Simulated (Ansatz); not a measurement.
# CoO: which magnetic state is lowest?

These are results of DFT PBEsol+U, scalar-relativistic, plane waves, PAW in Ansatz, not measurements.

```
Co O
1.0
     2.57246    0.00000    0.00000
     0.00000    2.57246    0.00000
     0.00000    0.00000    2.57246
Co O
1 1
Cartesian
  0.0000 0.0000 0.0000
  1.2862 1.2862 1.2862
```

The plane-wave cutoff is 420 eV. The Γ-centred k-mesh is 16×16×16 and the occupation rule is Gaussian smearing, 0.05 eV. The U_eff on Löwdin-orthogonalised atomic d orbitals is Co 7 eV, the list of starting moments (μB, in atom order) is 3 0 and the check for lower electronic states after the SCF is on.

All runs keep this geometry, which isn't relaxed for the lowest state (largest force there 0.000 eV/Å, pressure 15.0 GPa) and needn't be a stable compound; relaxing each order would shift the differences by some 17 meV/atom, going by the pressures and a bulk modulus of about 150 GPa. A propagation vector, in units of the reciprocal vectors, doubles the cell, which takes an equally dense mesh. Site moments are spin moments in atom-centred spheres that scale with the neighbour distance. The states are those that the runs reached from these starts; a lower one can exist.

```json
{"start": "ferromagnetic", "ends": "ferromagnetic", "energy above lowest (meV/atom)": "41.9", "site moments (μB)": "Co +2.66, O +0.22", "gap on mesh (eV)": "1.50", "P (GPa)": "17.9"}
{"start": "antiferromagnetic, doubled cell, propagation vector (0, 0, 1/2)", "ends": "antiferromagnetic", "energy above lowest (meV/atom)": "0.00", "site moments (μB)": "Co +2.61, Co -2.61", "gap on mesh (eV)": "2.03", "P (GPa)": "15.0"}
```

Cost: 2 runs of about 1.6 core-minutes in all, on Arm Neoverse V1 (shared hosts).